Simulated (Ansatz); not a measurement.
# Field gradients of SiNi3 from run to run

Cell of run 1: a Materials Project structure (computed, not necessarily an observed phase), atoms as given.

```cif
data_structure
_symmetry_space_group_name_H-M 'P 1'
_symmetry_Int_Tables_number 1
_cell_length_a 3.4637
_cell_length_b 3.4637
_cell_length_c 3.4637
_cell_angle_alpha 90.000
_cell_angle_beta 90.000
_cell_angle_gamma 90.000
_cell_volume 41.56
loop_
_atom_site_label
_atom_site_type_symbol
_atom_site_fract_x
_atom_site_fract_y
_atom_site_fract_z
_atom_site_occupancy
Si1 Si 0.00000 0.00000 0.00000 1
Ni2 Ni 0.00000 0.50000 0.50000 1
Ni3 Ni 0.50000 0.50000 0.00000 1
Ni4 Ni 0.50000 0.00000 0.50000 1
```

Atoms are numbered from 1 in the order listed; like atoms form one site, named after its first atom.

All runs are DFT with Ansatz 0.2.0 (plane waves and PAW, scalar-relativistic unless spin–orbit coupling is named, Γ-centred meshes, Fermi–Dirac smearing where given) in this cell. Start moments of run 1 as typed (μB): 1.5 on each Ni, none on the rest.

Run 1: PBE, parallel start moments, atoms as given; 420 eV, 10×10×10 k-points, smearing 0.05 eV.
Run 2: r2SCAN, parallel start moments, atoms as given; 500 eV, 10×10×10 k-points, smearing 0.05 eV.
Run 3: LDA, parallel start moments, atoms as given; 420 eV, 10×10×10 k-points, smearing 0.05 eV.

| run | Ni V_zz (η) |
| --- | --- |
| 1 | -4.98 (0.00) |
| 2 | ? |
| 3 | -5.04 (0.00) |

V_zz in 10²¹ V/m²; 1 of the 2 sets of like atoms are followed.

Question: Estimate the row of run 2.

Answer: Ni: -5.10 (0.00). It lies nearest to run 3, from whose tensors on these sites it differs by 0.06 at most (largest principal value of the difference, on Ni).

With these PAW files V_zz is typically within 2 to 3 % of all-electron values, but misses above 10 % occur on Ni. In run 2 the program didn't check the stability of the electronic state in full, so a lower one may lie near. In runs 1, 2, 3 there is no gap above 0.1 eV, so the gradients can move by 10 % or more with the k-mesh. In runs 1, 2, 3 the start moments die out. The cell isn't the equilibrium one in runs 1, 3 (calculated pressure 9, -7 GPa), and the entry's cell may itself be off.
